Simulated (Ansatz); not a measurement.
Relaxed-ion elastic tensor of SnS in space group Pnma (No. 62; Sn on 4c, S on 4c) in GPa (Voigt order), DFT-LDA in the program Ansatz with PAW potentials; density 5.51 g/cm³, 22.73 Å³ per atom.

```tsv
	1	2	3	4	5	6
1	79.4	23.5	28.0	0.0	0.0	0.0
2	23.5	97.5	42.4	0.0	0.0	0.0
3	28.0	42.4	52.1	0.0	0.0	0.0
4	0.0	0.0	0.0	49.6	0.0	0.0
5	0.0	0.0	0.0	0.0	26.8	0.0
6	0.0	0.0	0.0	0.0	0.0	27.5
```

**Question.** Is the crystal mechanically stable?

**Answer.** Yes: the smallest eigenvalue of C is 23.4 GPa.

**Question.** Work out the Voigt, Reuss and Hill averages.

**Answer.** K_V = 46.3, K_R = 43.4, K_H = 44.8; G_V = 29.8, G_R = 23.9, G_H = 26.8 GPa.

**Question.** Give Young's modulus, Poisson's ratio, Pugh's ratio and the universal anisotropy index.

**Answer.** E = 9KG/(3K + G) = 67.1 GPa; ν = 0.25; K/G = 1.67 (near the Pugh limit of 1.75, no verdict); A_U = 5G_V/G_R + K_V/K_R − 6 = 1.31.

**Question.** Estimate the sound speeds and the Debye temperature.

**Answer.** v_l = √((K + 4G/3)/ρ) = 3830 m/s, v_t = √(G/ρ) = 2210 m/s, mean 2450 m/s; Θ = (h/k)(3n/4πV)^(1/3) v_m = 258 K.

**Question.** Solve the Christoffel equation for the three sound speeds along x, y, z.

**Answer.** Eigenvalues of C_ijkl n_j n_l equal ρv². In km/s, slowest first: x 2.21, 2.24, 3.80; y 2.24, 3.00, 4.21; z 2.21, 3.00, 3.07.

**Question.** How much does each axis shrink under pressure?

**Answer.** Linear compressibilities β_i = Σ_j S_ij (j = 1 to 3): x 7.1, y 2.9, z 13 per TPa.

The cell was relaxed with LDA under the symmetry of its start. A crystal of weakly bound layers computed without a dispersion correction: the cell and the soft elastic constants depend strongly on that. Spin–orbit coupling is left out wherever it is not named.

Potentials: the earlier of the program's two PAW sets. The files were generated under PBE; for other functionals the program regenerates the frozen cores, and for LDA and PBEsol the local potential too.
